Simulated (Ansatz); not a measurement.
# C, first-principles data

C:
```cif
data_C32
_chemical_formula_sum 'C32'
_space_group_name_H-M_alt 'Fd-3m :1'
_space_group_IT_number 227
_space_group_name_Hall 'F 4d 2 3 -1d'
_cell_length_a 7.51363
_cell_length_b 7.51363
_cell_length_c 7.51363
_cell_angle_alpha 90.000
_cell_angle_beta 90.000
_cell_angle_gamma 90.000
loop_
_atom_site_label
_atom_site_type_symbol
_atom_site_symmetry_multiplicity
_atom_site_Wyckoff_symbol
_atom_site_fract_x
_atom_site_fract_y
_atom_site_fract_z
_atom_site_occupancy
C1 C 32 e 0.07054 0.07054 0.07054 1
```
(The calculation used a cell of 8 atoms; values per cell refer to that cell.)

Space group Fd-3m (No. 227); conventional cell a = b = c = 7.514 Å, α = β = γ = 90.00°.

Method: PBE in the plane-wave PAW code Ansatz. Geometry: relaxed at this level of theory. Other levels are named where they apply.

**Cell and energy**

```
Quantity             Result
---------------  ----------
Volume per atom    13.26 Å³
Density          1.50 g/cm³
```

**Electronic structure**

```
Item                                                                                                  Value
------------------------------------------------  ---------------------------------------------------------
Band gap                                                                                   2.28 eV (direct)
Valence-band maximum                                                                                   at Γ
Conduction-band minimum                                                                                at Γ
Electron effective mass, band 1 of 3 at the edge    0.99 along [100], 0.99 along [110], 27 along [111] (mₑ)
Electron effective mass, band 2 of 3 at the edge  0.99 along [100], 0.60 along [110], 0.23 along [111] (mₑ)
Electron effective mass, band 3 of 3 at the edge  0.15 along [100], 0.17 along [110], 0.23 along [111] (mₑ)
Hole effective mass, band 1 of 2 at the edge      0.50 along [100], 0.34 along [110], 0.25 along [111] (mₑ)
Hole effective mass, band 2 of 2 at the edge      0.17 along [100], 0.20 along [110], 0.25 along [111] (mₑ)
```

**Mechanics**

```
Item                                 Result
----------------------------------  -------
Bulk modulus (Birch–Murnaghan fit)  159 GPa
Pressure derivative B′                  3.8
```

The start of the workflow was typed in or built on a structure type. Its sites differ from those of the usual phase in this space group: another stacking or structure type. The cell was relaxed with PBE under the symmetry of its start; its stability against distortions is not shown here.

Potentials: the earlier of the program's two PAW sets.
